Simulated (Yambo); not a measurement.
G0W0@PBEsol for Sr$_{2}$H$_{3}$I (space group P-3m1, No. 164) in Yambo. Reference settings: 3×3×2 Γ-centred k mesh, 334 bands and a 7 Ry block in the screening, 334 bands in G with the Bruneval-Gonze terminator, plasmon pole fitted at 27.2 eV. The PBEsol gap A → K on this mesh is 1.99 eV; G0W0 gaps are taken between the same points.

```json
[
 {"change from the reference": "reference settings", "G0W0 gap A → K (eV)": "3.67", "shift of the valence edge (eV)": "-1.05"},
 {"change from the reference": "212 bands in G", "G0W0 gap A → K (eV)": "3.67", "shift of the valence edge (eV)": "-1.03"},
 {"change from the reference": "6 Ry block", "G0W0 gap A → K (eV)": "3.65", "shift of the valence edge (eV)": "-1.03"},
 {"change from the reference": "212 bands in W, 212 bands in G", "G0W0 gap A → K (eV)": "3.66", "shift of the valence edge (eV)": "-0.94"},
 {"change from the reference": "no terminator", "G0W0 gap A → K (eV)": "3.69", "shift of the valence edge (eV)": "-0.98"},
 {"change from the reference": "212 bands in G, no terminator", "G0W0 gap A → K (eV)": "3.68", "shift of the valence edge (eV)": "-0.85"},
 {"change from the reference": "3 Ry block", "G0W0 gap A → K (eV)": "[?]", "shift of the valence edge (eV)": "-0.82"},
 {"change from the reference": "no random integration", "G0W0 gap A → K (eV)": "3.62", "shift of the valence edge (eV)": "-0.88"}
]
```

Estimate the withheld gaps from the other rows; the computed values follow.


- 3 Ry block, G0W0 gap A → K (eV): 3.45

The reference isn't shown to be the converged limit. The mesh misses a band edge: along a dense path the PBEsol gap is 1.89 eV against 1.99 eV on the mesh.

Spin-orbit coupling is included.

Geometry of the Materials Project entry, not relaxed at this level; primitive cell a = 4.2427 Å, b = 4.2427 Å, c = 7.6828 Å, α = 90.00°, β = 90.00°, γ = 120.00°.

The structure is a Materials Project entry; no match was found in the copy of COD used, and its stability was not checked.

A shift is the quasiparticle energy of the state minus its PBEsol energy.
